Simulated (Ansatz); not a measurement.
# SnSe$_{2}$: computed properties

Theory: DFT PBEsol+D3(BJ), scalar-relativistic, plane waves, PAW (Ansatz 0.2.0).

Cutoff 420 eV; k points 12×12×6 on the computed 3-atom cell (Γ-centred); Gaussian smearing, width 0.02 eV; no spin polarisation.

The structure is relaxed at this level of theory with its symmetry kept.

```
Sn Se
1.0
     3.79014    0.00000    0.00000
    -1.89507    3.28235    0.00000
     0.00000    0.00000    5.76795
Sn Se
1 2
Direct
  0.00000 0.00000 0.00000
  0.33333 0.66667 0.27500
  0.66667 0.33333 0.72500
```

```
Space group                                                                                                                                 : P-3m1 (No. 164)
Volume per atom                                                                                                                             : 23.92 Å³
Kohn–Sham band gap                                                                                                                          : 0.04 eV, indirect from (0.070, 0.070, 0.000) to (0.000, 0.417, 0.339)
Löwdin character of the top 1 eV of the valence band                                                                                        : Se 4p 94 %
Löwdin character of the lowest 1 eV of the conduction band                                                                                  : Se 4p 60 %, Sn 5s 30 %, unprojected 5 %
Electron masses at the edge by Cartesian direction of the standard setting (m_e; degenerate bands sorted by energy; no spin-orbit coupling) : x: 0.16; y: 0.62; z: 0.16
Hole masses at the edge by Cartesian direction of the standard setting (m_e; degenerate bands sorted by energy; no spin-orbit coupling)     : x: 0.64; y: 0.66; z: 0.24
Bulk modulus                                                                                                                                : 38 GPa
Its pressure derivative                                                                                                                     : 8.6
Bader charges (e)                                                                                                                           : Sn (1 in the cell) 1.19, Se (2 in the cell) -0.59
```

Cost: 11 runs of about 11 core-minutes in all, on Intel Xeon Platinum 8259CL (Skylake/Cascade Lake) (shared hosts).